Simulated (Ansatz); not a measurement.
Cs₂MnSe₂:
```
CELL_PARAMETERS angstrom
     -3.21349     3.76374     7.11961
      3.21349    -3.76374     7.11961
      3.21349     3.76374    -7.11961
ATOMIC_POSITIONS crystal
  Mn 0.00000 0.00000 0.00000
  Mn 0.00000 0.50000 0.50000
  Se 0.91902 0.84602 0.57300
  Se 0.08098 0.65398 0.92700
  Se 0.72698 0.15398 0.07300
  Se 0.27302 0.34602 0.42700
  Cs 0.51752 0.60247 0.41505
  Cs 0.48248 0.89753 0.08495
  Cs 0.81259 0.39753 0.91505
  Cs 0.18741 0.10247 0.58495
```
Starting moments (μB, in the order of the atoms Mn Mn Se Se Se Se Cs Cs Cs Cs): 4.2 -4.2 0.0 0.0 0.0 0.0 0.0 0.0 0.0 0.0.

Relaxed with PBEsol.

Problem. Which orbitals make up the states near the band edges in PBEsol (plane waves, PAW; program Ansatz)?

Solution. Top 1 eV of the valence band: Se 4p 52 %, Mn 3d 41 %. Bottom 1 eV of the conduction band: Mn 3d 69 %, Se 4p 10 %, outside the projected shells 15 %. Projections are on Löwdin-orthogonalised atomic valence shells; empty p or d shells of many metals are not among them.

Problem. Tabulate the density of states.

Solution. States/eV per cell of 10 atoms, in 0.25 eV bins, energy from the valence-band maximum.

```
E (eV)  total  Se 4p  Mn 3d  Cs 6s
------  -----  -----  -----  -----
-7.89    0.00   0.00   0.00   0.00
-7.64    0.00   0.00   0.00   0.00
-7.39    0.00   0.00   0.00   0.00
-7.14    0.00   0.00   0.00   0.00
-6.89    0.00   0.00   0.00   0.00
-6.64    0.00   0.00   0.00   0.00
-6.39    0.00   0.00   0.00   0.00
-6.14    0.00   0.00   0.00   0.00
-5.89    0.00   0.00   0.00   0.00
-5.64    0.00   0.00   0.00   0.00
-5.39    0.00   0.00   0.00   0.00
-5.14    0.00   0.00   0.00   0.00
-4.89    0.00   0.00   0.00   0.00
-4.64    0.00   0.00   0.00   0.00
-4.39    0.00   0.00   0.00   0.00
-4.14    0.00   0.00   0.00   0.00
-3.89    3.02   1.84   0.52   0.03
-3.64    4.59   2.89   0.52   0.08
-3.39    7.74   4.93   0.80   0.18
-3.14    0.65   0.41   0.08   0.01
-2.89   18.30   7.98   9.31   0.41
-2.64   16.12   7.91   7.38   0.19
-2.39    9.37   5.66   2.84   0.35
-2.14    9.11   7.31   0.80   0.42
-1.89    7.13   5.95   0.67   0.13
-1.64   13.65  11.26   1.60   0.16
-1.39    6.31   3.36   2.54   0.06
-1.14    6.25   2.76   3.14   0.05
-0.89    6.67   3.28   3.04   0.06
-0.64    9.23   5.12   3.63   0.11
-0.39    3.59   1.55   1.72   0.08
-0.14   14.06   7.46   5.50   0.18
0.11     0.19   0.12   0.07   0.00
0.36     0.00   0.00   0.00   0.00
0.61     0.00   0.00   0.00   0.00
0.86     0.00   0.00   0.00   0.00
1.11     0.00   0.00   0.00   0.00
1.36     0.00   0.00   0.00   0.00
1.61     0.00   0.00   0.00   0.00
1.86     1.82   0.09   1.17   0.17
2.11    29.12   2.55  21.15   1.00
2.36     9.25   1.28   6.25   0.19
2.61     0.53   0.08   0.10   0.20
2.86     3.48   0.20   0.33   0.72
3.11     8.35   0.35   0.60   1.68
3.36     9.96   0.49   0.61   2.48
3.61    10.84   0.55   0.56   2.88
3.86     9.24   0.48   0.45   2.19
4.11     9.18   0.47   0.32   1.66
4.36     8.82   0.42   0.23   0.93
4.61    10.05   0.41   0.22   1.04
4.86    10.17   0.42   0.23   0.90
5.11     9.52   0.40   0.23   0.54
5.36     9.44   0.32   0.22   0.40
5.61    10.10   0.40   0.22   0.39
5.86    10.31   0.39   0.20   0.40
6.11    11.02   0.38   0.21   0.36
```

Space group Ibam. The workflow started from an entry of the Crystallography Open Database (COD). Whether it is the stable phase at ambient conditions was not checked. Symmetry was held in the PBEsol relaxation, as lowered by the spin order; its stability against distortions is not shown here. Magnetic state: antiferromagnetic, chosen from 2 collinear starts compared on coarse meshes (ties went to the first, and starts can fall back to one state), not a proven ground state. No Hubbard U is applied. Spin–orbit coupling is left out wherever it is not named.

Potentials: the later of the program's two PAW sets.
